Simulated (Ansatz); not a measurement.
## Elastic constants of SiC (F-43m), step by step

```
CELL_PARAMETERS angstrom
0.00000 2.16449 2.16449
2.16449 0.00000 2.16449
2.16449 2.16449 0.00000
ATOMIC_POSITIONS crystal
Si 0.00000 0.00000 0.00000
C 0.75000 0.75000 0.75000
```

The conventional cell has a = 4.329 Å, b = 4.329 Å, c = 4.329 Å, α = 90.00°, β = 90.00°, γ = 90.00°. Around Si (atom 1) lie 4 C at 1.87 Å. Around C (atom 2) lie 4 Si at 1.87 Å.

Level of theory, where no other is named: LDA, all-electron LAPW in Ansatz 0.2.0, scalar-relativistic. k mesh 8×8×8, fixed occupations, basis error target 0.5 meV/atom. The cell was relaxed by PAW under this functional.

The cell is cubic and carries a residual pressure of -0.02 GPa at this level. Each strain component that symmetry leaves independent is applied at ±0.005 and ±0.01, the ions relax wherever a strain frees them, and the stress (tension positive, GPa) is read. Shears are engineering strains, γ = 2ε.

| strain | size | σxx | σyy | σzz | σyz | σxz | σxy |
| --- | --- | --- | --- | --- | --- | --- | --- |
| xx | -0.01 | -4.0352 | -1.4675 | -1.4675 | 0.0000 | 0.0000 | 0.0000 |
| xx | -0.005 | -2.0034 | -0.7090 | -0.7090 | 0.0000 | 0.0000 | 0.0000 |
| xx | +0.005 | 2.0288 | 0.7145 | 0.7145 | 0.0000 | 0.0000 | 0.0000 |
| xx | +0.01 | 4.0284 | 1.3809 | 1.3809 | 0.0000 | 0.0000 | 0.0000 |
| yz | -0.01 | 0.0202 | -0.0037 | -0.0037 | -2.5180 | 0.0000 | 0.0000 |
| yz | -0.005 | 0.0186 | 0.0126 | 0.0126 | -1.2589 | 0.0000 | 0.0000 |
| yz | +0.005 | 0.0186 | 0.0126 | 0.0126 | 1.2589 | 0.0000 | 0.0000 |
| yz | +0.01 | 0.0202 | -0.0037 | -0.0037 | 2.5180 | 0.0000 | 0.0000 |

The slope is [8(σ(+δ) − σ(−δ)) − (σ(+2δ) − σ(−2δ))]/(12δ), and the program imposes the crystal's symmetry on the matrix.

Q: What are the independent elastic constants?

A: C11 = 403.2, C12 = 142.3, C44 = 251.8 GPa.

Q: Do they meet the Born conditions?

A: C11 − C12 = 260.9, C11 + 2C12 = 687.9 and C44 = 251.8 GPa must all be positive, so the crystal is elastically stable; that says nothing yet of its phonons.

Q: What moduli does a random aggregate of grains have?

A: B = (C11 + 2C12)/3 = 229.3 GPa. G_V = (C11 − C12 + 3C44)/5 = 203.2 and G_R = 5(C11 − C12)C44/(4C44 + 3(C11 − C12)) = 183.5, so G_H = 193.4 GPa. Then E = 9BG/(3B + G) = 452.8 GPa, ν = (3B − 2G)/(6B + 2G) = 0.171 and B/G = 1.19, on the brittle side of Pugh's 1.75 (a rule of thumb, made for metals; it doesn't predict ductility here).

Q: With the density of 3.283 g/cm³, how fast does sound travel, and what Debye temperature follows?

A: 

```tsv
direction	slow (m/s)	middle (m/s)	fast (m/s)
[100]	8757	8757	11083
[110]	6304	8757	12641
[111]	7215	7215	13119
```

The mean of v⁻³ over directions and branches gives v_m = 8365 m/s and θ_D = (ħ/k_B) v_m (6π²n)^(1/3) = 1151 K, n being atoms per volume. Young's modulus spans 329 to 553 GPa over directions, and the universal anisotropy index is 0.54.

Q: How far do the constants move if PAW replaces LAPW in the same cell?

A: 

```json
{"constant": "C11", "LAPW (GPa)": "403.2", "PAW (GPa)": "403.6", "difference": "0.4"}
{"constant": "C12", "LAPW (GPa)": "142.3", "PAW (GPa)": "143.0", "difference": "0.7"}
{"constant": "C44", "LAPW (GPa)": "251.8", "PAW (GPa)": "252.1", "difference": "0.3"}
```

Q: What happens at 20 GPa (cell relaxed there)?

A: The volume falls to 0.9274 of its value, and C11 = 476.6, C12 = 216.0, C44 = 281.2 GPa (slopes of the stress), in this structure whether or not another phase takes over.

Caveats: constants at zero field, no piezoelectric stiffening; the frozen-core PAW files of the compared runs were fitted under PBE, their cores solved anew for this functional.
